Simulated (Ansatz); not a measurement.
A distorted cell of Ir (fcc, Cu type):

```
CELL_PARAMETERS angstrom
      0.00000     1.91806     1.91806
      1.91806     0.00000     1.91806
      1.91806     1.91806     0.00000
ATOMIC_POSITIONS crystal
  Ir 0.00000 0.00000 0.00000
```

Calculation: PBE (plane waves to 420 eV, PAW, scalar-relativistic; Ansatz, an electronic-structure program). k mesh 21×21×21 (Γ-centred), Fermi-Dirac smearing 0.05 eV. The energy includes the smearing's −TS. Stress and pressure are positive under compression. With partly filled bands, the response to shear is sensitive to the k mesh, so small differences along c/a are uncertain. Ir is run without spin polarisation. Ir was relaxed with its symmetry unable to fall. Spin-orbit coupling is left out, though Ir is heavy.

Q: What is the stress tensor (GPa)?

A: 
```
   10.1      0.0      0.0
    0.0     10.1      0.0
    0.0      0.0     10.1
```
The pressure, a third of the trace, is 10.1 GPa.

Q: It is the relaxed cell deformed to V/V₀ = 0.973, (c/a)/(c/a)₀ = 1.000, c along z, fractional positions held. What is its energy relative to the relaxed cell?

A: 12 meV/atom.

(A scan under strain: stresses follow from slopes of the energy per volume, elastic moduli from its curvatures.)
